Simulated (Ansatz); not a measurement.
Ni3Sn:
```yaml
crystal:
  lattice:
    - [3.63814, 0.00000, 0.00000]
    - [0.00000, 3.63814, 0.00000]
    - [0.00000, 0.00000, 3.63814]
  atoms:
    - { symbol: Ni, position: [0.00000, 0.50000, 0.50000] }
    - { symbol: Ni, position: [0.50000, 0.00000, 0.50000] }
    - { symbol: Ni, position: [0.50000, 0.50000, 0.00000] }
    - { symbol: Sn, position: [0.00000, 0.00000, 0.00000] }
```

Relaxed with LDA. Special points in fractions of this cell's reciprocal vectors: Γ (0.000, 0.000, 0.000); X (0.000, 0.500, 0.000); M (0.500, 0.500, 0.000); R (0.500, 0.500, 0.500).

Problem. List the band energies nearest the Fermi level at these points for the program Ansatz at the LDA level (PAW).

Solution. In eV from the Fermi level; about four levels below and three above (degenerate sets whole), none deeper than 8.9 eV; points with the same levels are listed once.

```tsv
k	below	above
Γ	-0.57 -0.57 -0.57 -0.52 -0.52 -0.32	0.01 0.01 0.01
X	-1.23 -1.23 -1.14 -1.09 -0.50	0.01 4.10 4.10
M	-1.14 -1.04 -0.86 -0.77	0.60 0.60 6.69
R	-0.55 -0.22 -0.22 -0.22	1.47 3.83 3.83 3.83
```

Space group Pm-3m (Cu3Au type). The workflow started from a Materials Project entry (that database holds measured and hypothetical structures alike); the Crystallography Open Database files this formula in space group No. 221, but the cells were not matched. Whether it is the stable phase at ambient conditions was not checked. The LDA relaxation kept the symmetry of its start; of distortions, only those at the zone centre were tested. No spin polarisation was allowed. Scalar-relativistic: spin–orbit coupling is off unless named, which matters more the heavier the elements.

Potentials: the later of the program's two PAW sets.
